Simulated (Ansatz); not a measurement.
## Guessed and relaxed cells of Al5As

A trial structure of Al5As was built thus: random cell by space group and Wyckoff sites (P6/mmm, No. 191). Its size is a rough estimate.

start.cif

```cif
data_structure
_symmetry_space_group_name_H-M 'P 1'
_symmetry_Int_Tables_number 1
_cell_length_a 4.2556
_cell_length_b 4.2556
_cell_length_c 7.9046
_cell_angle_alpha 90.000
_cell_angle_beta 90.000
_cell_angle_gamma 120.000
_cell_volume 123.97
loop_
_atom_site_label
_atom_site_type_symbol
_atom_site_fract_x
_atom_site_fract_y
_atom_site_fract_z
_atom_site_occupancy
Al1 Al 0.33333 0.66667 0.19244 1
Al2 Al 0.33333 0.66667 0.80756 1
Al3 Al 0.66667 0.33333 0.80756 1
Al4 Al 0.66667 0.33333 0.19244 1
Al5 Al 0.00000 0.00000 0.50000 1
As1 As 0.00000 0.00000 0.00000 1
```

All numbers below come from DFT PBE, scalar-relativistic, plane waves, PAW (Ansatz). Cutoff 420 eV, Gaussian smearing, Γ-centred meshes. Cell and atoms relax first on a coarse mesh and then on a finer one. In between, the cell is made exact in the group found at 0.06 Å. In metals the finer mesh still leaves noise of several meV/atom or more. The steps can't lower the symmetry of their start. No spin polarisation.

end.cif

```cif
data_structure
_symmetry_space_group_name_H-M 'P 1'
_symmetry_Int_Tables_number 1
_cell_length_a 4.6990
_cell_length_b 4.6990
_cell_length_c 5.6042
_cell_angle_alpha 90.000
_cell_angle_beta 90.000
_cell_angle_gamma 120.000
_cell_volume 107.17
loop_
_atom_site_label
_atom_site_type_symbol
_atom_site_fract_x
_atom_site_fract_y
_atom_site_fract_z
_atom_site_occupancy
Al1 Al 0.33333 0.66667 0.25157 1
Al2 Al 0.33333 0.66667 0.74843 1
Al3 Al 0.66667 0.33333 0.74843 1
Al4 Al 0.66667 0.33333 0.25157 1
Al5 Al 0.00000 0.00000 0.50000 1
As1 As 0.00000 0.00000 0.00000 1
```

The symmetry stays P6/mmm (No. 191). The volume per atom shrinks by 13.6 %, from 20.7 to 17.9 Å³. The shortest distance goes from 2.46 Å (Al–Al) to 2.71 Å (Al–Al). The ratio c/a of the conventional cell changes by a factor of 0.64. The energy falls by about 0.34 eV/atom (the start's value is from the coarse mesh).

For Al5As, the volume per atom is 17.86 Å³, the density is 3.25 g/cm³ and the energy over the elements is +0.20 eV/atom. The gap on the 12×12×8 mesh of the 6-atom cell is 0 eV (a metal).

The zero of energy is the elements' standard structures at the same level; no fitted shifts are applied. A positive value: parting into the elements would lower its energy.

The last run used Gaussian smearing of 0.10 eV. The reference form of As is held partly by dispersion forces, which this level lacks. A structure relaxed within its symmetry needn't be a true minimum. In all, the 5 runs took 2.5 min on 1 thread of Intel(R) Xeon(R) CPU @ 2.80GHz (Skylake/Cascade Lake) (shared host).
